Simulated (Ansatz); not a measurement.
Re:
```
CELL_PARAMETERS angstrom
      2.75899     0.00000     0.00000
     -1.37950     2.38936     0.00000
      0.00000     0.00000    17.83185
ATOMIC_POSITIONS crystal
  Re 0.00000 0.00000 0.62503
  Re 0.33333 0.66667 0.74952
  Re 0.00000 0.00000 0.87493
  Re 0.33333 0.66667 0.00000
  Re 0.00000 0.00000 0.12507
  Re 0.33333 0.66667 0.25048
  Re 0.00000 0.00000 0.37497
  Re 0.66667 0.33333 0.50000
```

Relaxed with r²SCAN. Special points in fractions of this cell's reciprocal vectors: Γ (0.000, 0.000, 0.000); M (0.500, 0.000, 0.000); K (0.333, 0.333, 0.000); A (0.000, 0.000, 0.500); L (0.500, 0.000, 0.500); H (0.333, 0.333, 0.500).

**Question.** List the band energies nearest the Fermi level at these points for plane-wave PAW r²SCAN (Ansatz code).

**Answer.** In eV from the Fermi level; about four levels below and three above (degenerate sets whole), none deeper than 8.9 eV; points with the same levels are listed once.

| k | below | above |
|---|---|---|
| Γ | -1.19 -1.18 -0.87 -0.87 | 0.46 0.46 0.47 |
| M | -1.38 -0.94 -0.63 -0.47 | 0.31 0.40 0.40 |
| K | -0.17 -0.11 -0.05 -0.01 | 0.72 1.44 1.51 |
| A | -0.92 -0.92 -0.08 -0.03 | 0.55 0.55 0.88 0.88 |
| L | -0.69 -0.66 -0.59 -0.47 | 0.07 0.52 1.39 |
| H | -2.25 -0.17 -0.10 -0.05 | 0.02 0.56 1.42 |

Space group P-6m2. The start of the workflow was typed in or built on a structure type; neither database checked (COD, Materials Project) lists it. It is not the phase usual at ambient conditions (space group No. 194). The cell was relaxed with r²SCAN under the symmetry of its start; whether a distortion lowers the energy is not shown. No spin polarisation was allowed. Scalar-relativistic: spin–orbit coupling is off unless named, which matters more the heavier the elements.

Potentials: the earlier of the program's two PAW sets.
